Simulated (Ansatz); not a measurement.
The elements of this relaxed trial crystal are hidden behind letters.

```
lattice vectors (Å)
  -4.7371    4.7371    4.7371
   4.7371   -4.7371    4.7371
   4.7371    4.7371   -4.7371
fractional positions
X 0.0000 0.5000 0.5000
X 0.5000 0.0000 0.5000
X 0.5000 0.5000 0.0000
Z 0.2403 0.2403 0.2403
Z 0.0000 0.0000 0.7597
Z 0.0000 0.7597 0.0000
Z 0.7597 0.0000 0.0000
Q 0.5951 0.5951 0.5951
Q 0.0000 0.0000 0.4049
Q 0.0000 0.4049 0.0000
Q 0.4049 0.0000 0.0000
```

These are results of DFT PBE, scalar-relativistic, plane waves, PAW in Ansatz 0.2.0, not measurements. Settings of the last relaxation (11-atom cell): 420 eV, 6×6×6 k points, Gaussian smearing of 0.10 eV, no spin polarisation.

- Space group: I-43m (No. 217)
- Conventional cell: a = 9.474 Å
- Volume per atom: 38.66 Å³
- Density: 5.31 g/cm³
- Energy over the elements: −0.58 eV/atom
- Gap on the 6×6×6 mesh of the 11-atom cell: 0 eV (a metal)

Energies are uncorrected and count from the elements' standard states at the same level.

Task: X is an s-block element of period 6, Z is a d-block element of period 5 and Q is a p-block element of period 5. Which elements are they?

Result: X = Cs, Z = Cd, Q = Te, so the formula is Cs3Cd4Te4. Density times volume gives a mean mass of 5.31 × 38.66/1.6605 = 123.6 u per atom, and this set has 123.5 u. Cs has 4 Te at 3.91 Å, 4 Cd at 3.94 Å and 4 Te at 4.42 Å; Cd has 1 Te at 2.91 Å, 3 Cd at 3.22 Å, 3 Te at 3.25 Å and 3 Cs at 3.94 Å; around Te lie 1 Cd at 2.91 Å, 3 Cd at 3.25 Å, 3 Cs at 3.91 Å and 3 Cs at 4.42 Å. Other sets within the hints have nearly the same mass, so mass alone doesn't settle it; this one was computed.

These runs have no spin–orbit coupling, which can matter for Te. An odd number of electrons in the primitive cell allows no gap without spin; a larger cell or a magnetic state could open one. The cell is a metal run without spin; a magnetic state may lie lower. Symmetry constrained the relaxation, so the result can be a saddle point.
